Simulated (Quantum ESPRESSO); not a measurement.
## Ag2Sn3Mo2Cu (one composition in several site orders)

Computed values, not a measurement. The program is pw.x of Quantum ESPRESSO 7.5 (plane-wave density functional theory). The cell is made up: eight metal atoms on a hexagonal close-packed lattice, with elements, volume, strain and displacements drawn at random and not relaxed, so it may be unstable or far from any real phase. PseudoDojo standard norm-conserving files set the functional (PBE unless stated); there is no spin polarisation or spin-orbit coupling, the Fermi-Dirac width of 0.25 eV means electrons at about 2900 K, and the masses in the input are unused placeholders. The copper pseudopotential is less sure than most, with forces differing by about three percent and pressure by about two GPa from a second method on plain copper. The tin pseudopotential is less sure than most, with forces differing by about three percent from a second method on plain tin. A spin test at this wide smearing found no moment, but such smearing suppresses magnetism that the real alloy may have.

The runs put one composition on the sites in different orders. Cell, positions, cutoff, mesh and smearing stay as in the input of run 1; sites are counted in its order. Stress in the tables is positive in tension.

Input of run 1:

```
&control calculation='scf', pseudo_dir='./dojo.nc.sr.pbe.v0_5.standard.upf', outdir='./o', disk_io='minimal', tprnfor=.true., tstress=.true. /
&system ibrav=0, nat=8, ntyp=4, nbnd=74, ecutwfc=92.02030273, nosym=.true., tot_charge=0,
 occupations='smearing', smearing='fd', degauss=0.0183746611
/
&electrons conv_thr=1.470e-08, electron_maxstep=70, mixing_beta=0.5 /
ATOMIC_SPECIES
Ag 1.0 Ag.upf
Cu 1.0 Cu.upf
Mo 1.0 Mo.upf
Sn 1.0 Sn.upf
CELL_PARAMETERS angstrom
-0.0768 5.3751 0.0806
3.0195 0.0291 4.7739
3.0443 -0.1178 -4.7896
ATOMIC_POSITIONS angstrom
Ag -0.0797 0.0716 -0.0258
Ag 2.8449 -0.1779 0.0229
Sn 3.0354 1.7281 -2.3763
Sn 3.021 1.7639 2.5539
Sn 1.6024 2.5638 0.1602
Mo 4.508 2.4664 0.0412
Cu 1.5407 4.4806 -2.3274
Mo 1.4615 4.5348 2.4984
K_POINTS automatic
4 5 5 1 1 1
```

| run | elements on sites 1 to 8 | free energy less that of run 1 (eV) | -TS (eV) | pressure (GPa) | stress xx (GPa) | stress yy (GPa) | stress zz (GPa) | stress yz (GPa) | stress xz (GPa) | stress xy (GPa) | iterations |
| --- | --- | --- | --- | --- | --- | --- | --- | --- | --- | --- | --- |
| 1 | Ag Ag Sn Sn Sn Mo Cu Mo | 0.000 | -1.370 | -1.82 | 1.06 | 6.60 | -2.20 | 1.88 | 0.43 | -0.53 | 15 |
| 2 | Cu Ag Mo Ag Sn Sn Mo Sn | -1.211 | -1.156 | -3.75 | 3.30 | 6.26 | 1.69 | 0.85 | -0.14 | 0.72 | 16 |
| 3 | Cu Sn Ag Mo Mo Ag Sn Sn | -0.204 | -1.315 | -1.46 | -1.75 | 7.62 | -1.48 | 1.36 | 3.20 | -1.08 | 16 |
| 4 | Mo Mo Sn Ag Sn Sn Ag Cu | -0.073 | -1.324 | -1.23 | 0.88 | 10.00 | -7.20 | 1.29 | -0.28 | -0.17 | 17 |
| 5 | Ag Mo Sn Mo Sn Sn Cu Ag | 0.008 | -1.381 | -1.62 | 0.48 | 6.11 | -1.73 | 0.02 | 0.59 | -1.14 | 15 |
| 6 | Sn Mo Mo Cu Sn Ag Ag Sn | -0.770 | -1.326 | -2.89 | 4.77 | 3.79 | 0.11 | 0.93 | -4.61 | -1.42 | 15 |

Forces Fx Fy Fz (eV/Å):

| site | run 1 | run 2 | run 3 | run 4 | run 5 | run 6 |
| --- | --- | --- | --- | --- | --- | --- |
| 1 | -0.14 -1.27 0.44 | -0.06 -0.18 0.31 | 0.08 0.25 0.09 | 0.54 -0.73 0.38 | -0.04 -1.05 0.18 | -0.28 0.22 0.63 |
| 2 | 0.84 -0.22 -0.34 | 0.41 0.46 -0.03 | 0.34 1.34 0.25 | 0.26 0.30 0.34 | 0.87 0.54 0.03 | 0.61 0.74 -0.29 |
| 3 | -0.11 -0.47 0.54 | -0.87 -0.44 0.04 | -0.10 0.09 0.00 | -0.12 -1.43 0.42 | -0.53 -1.41 0.93 | -0.03 -0.44 0.67 |
| 4 | 0.18 -0.08 -0.31 | 0.61 -0.32 -0.07 | 0.20 0.22 -0.52 | 0.08 -0.16 -0.61 | 0.50 -0.07 -0.96 | 0.28 0.08 -0.51 |
| 5 | -0.04 1.60 -0.44 | -0.80 -0.15 -1.20 | -0.36 -0.40 -0.03 | -0.38 0.67 -0.34 | -0.14 0.69 -0.71 | 0.57 -0.24 -0.71 |
| 6 | -0.22 1.39 -0.16 | 0.63 -0.12 1.06 | 0.49 0.01 0.17 | 0.19 1.15 -0.11 | -0.13 1.00 0.37 | -0.06 0.21 0.19 |
| 7 | -0.06 -0.07 -0.42 | 0.29 0.00 -0.36 | -0.90 -0.85 -0.46 | -0.56 -0.09 -0.13 | -0.49 0.20 0.00 | -0.52 -0.34 -0.41 |
| 8 | -0.45 -0.89 0.69 | -0.21 0.75 0.25 | 0.24 -0.66 0.50 | -0.01 0.28 0.04 | -0.04 0.11 0.15 | -0.58 -0.22 0.42 |

The sites are displaced and not relaxed, so the energy differences mix bonding between neighbours with strain and are not ordering energies. A rerun of one cell of this series at a higher cutoff and on a denser mesh moved values by no more than 0.003 eV in energy, 0.05 GPa in stress and 0.009 eV/Å in force, and a second program with other atomic files agreed on that cell to 2 % rms in force and 0.5 GPa in pressure.